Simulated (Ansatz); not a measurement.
## Structures of SiGe2N2: which is lowest?

Plane-wave DFT in Ansatz with scalar-relativistic PAW potentials, cutoff 420 eV, Γ-centred meshes chosen by cell and gap, Gaussian smearing with energies taken to zero width. Every cell was relaxed (cell and atoms) in a run of its own, within the symmetry of its start. Functional: PBE.

Relaxed structures (starts from databases or built by putting these elements on another compound's sites):
A. I4/mmm, 5 atoms in the computed cell, a = 4.884 Å, c = 6.540 Å; sites (symmetry × multiplicity) Si 4/mmm × 2, Ge -4m2 × 4, N 4mm × 4; start: built
B. P4/mbm, 10 atoms in the computed cell, a = 6.609 Å, c = 3.300 Å; sites (symmetry × multiplicity) Si 4/m.. × 2, Ge m.2m × 4, N m.2m × 4; start: built

Question: Rank them by energy. Could pressure change the order?

Answer:
| structure | group | E − E(lowest) (meV/atom) | V (Å³/atom) | gap on mesh (eV) |
| --- | --- | --- | --- | --- |
| A | I4/mmm | 0.0 | 15.60 | 0.00 |
| B | P4/mbm | 321 | 14.41 | 0.00 |

A is lowest, 321 meV/atom under B. B is denser by 1.19 Å³/atom, so pressure favours it: ΔE/ΔV, with ΔE in eV and 1 eV/Å³ = 160.2 GPa, gives about 43 GPa for equal enthalpy if both cells were rigid; at such pressures compression changes ΔV much, so this is a scale only. Other structures may lie lower than all of these, and vibrations aren't counted.